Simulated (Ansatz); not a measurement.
# Al (Fm-3m): lattice vibrations

```xyz
1
Lattice="0.0000 2.0074 2.0074 2.0074 0.0000 2.0074 2.0074 2.0074 0.0000" Properties=species:S:1:pos:R:3 pbc="T T T"
Al    0.0000    0.0000    0.0000
```

Conventional cell: a = 4.015 Å, b = 4.015 Å, c = 4.015 Å, α = 90.00°, β = 90.00°, γ = 90.00°. Around Al (atom 1) lie 12 Al at 2.84 Å.

Unless marked otherwise, the numbers come from PBEsol, all-electron LAPW in Ansatz 0.2.0, scalar-relativistic. k mesh 20×20×20, Fermi-Dirac smearing of 0.050 eV, basis error target 0.5 meV/atom. The cell was relaxed by PAW under this functional.

Atoms are displaced by 0.01 Å in the smallest supercells that hold the wave vectors of a 4×4×4 mesh. Negative values stand for unstable modes.

**Question.** What are the phonon energies at the solved wave vectors, in THz?

**Answer.** 

```csv
q,point,modes (THz)
0.250 0.000 0.000,–,"3.39 (×2), 7.03"
0.500 0.000 0.000,L,"4.27 (×2), 9.88"
0.250 0.250 0.000,–,"4.24 (×2), 7.20"
0.500 0.250 0.000,–,"5.31, 6.71, 8.92"
-0.250 0.250 0.000,–,"4.74, 6.61, 8.43"
0.500 0.500 0.000,X,"5.98 (×2), 9.86"
-0.250 0.500 0.250,W,"6.65, 8.17 (×2)"
```

**Question.** Is the structure dynamically stable at these wave vectors?

**Answer.** Yes, no mode is unstable there; wave vectors off this mesh aren't tested.

**Question.** How well do frozen-core PAW files reproduce these all-electron values?

**Answer.** With a cutoff of 420 eV and displacements of 0.0025 Å, the r.m.s. difference over the modes is 0.1 cm⁻¹; the largest difference is 199.7 (PAW) against 199.3 cm⁻¹ (LAPW).

**Question.** The cell is scaled evenly to 15.856 and 16.503 Å³ (from 16.179), with free atoms relaxed and the shape held. What are the mode Grüneisen parameters γ = −d ln ω/d ln V?

**Answer.** For the highest mode, 342.0 cm⁻¹ in the small cell and 317.6 in the large one give γ ≈ 1.85. From the change of the dynamical matrix on each mode:

```tsv
point	cm⁻¹	γ
0.25/0/0	113.2	2.04
0.25/0/0	234.6	1.79
L	142.4	2.34
L	329.6	1.86
0.25/0.25/0	141.6	2.49
0.25/0.25/0	240.3	1.63
0.5/0.25/0	177.1	2.28
0.5/0.25/0	223.7	1.90
0.5/0.25/0	297.6	2.00
-0.25/0.25/0	158.2	1.92
-0.25/0.25/0	220.6	2.00
-0.25/0.25/0	281.3	1.88
X	199.3	2.19
X	329.0	1.78
W	221.9	2.00
W	272.6	1.93
```

Weighted by the modes' heat capacities at 300 K, the mean on this mesh is 2.04; it moves with the q mesh, and a coarse one overweights the zone boundary.

Dispersion interpolated along Gamma–X–U–K–Gamma–L–W–X (exact only at the mesh points), cm⁻¹:

```tsv
distance (Å⁻¹)	ω1	ω2	ω3
0.000	0	0	0
0.522	102	102	178
1.043	172	172	286
1.565	199	199	329
1.749	199	210	324
1.934	196	234	312
2.118	191	261	293
2.438	201	261	286
2.757	201	261	286
3.077	191	261	293
3.630	158	221	281
4.183	98	116	189
4.737	0	0	0
5.188	84	84	166
5.640	132	132	286
6.092	142	142	330
6.461	159	185	319
6.830	196	247	293
7.199	222	273	273
7.459	216	242	299
7.720	205	213	320
7.981	199	199	329
```

Keep in mind: responses of metals move with mesh and smearing; the frozen-core PAW files of the compared runs were fitted under PBE, their cores solved anew for this functional.
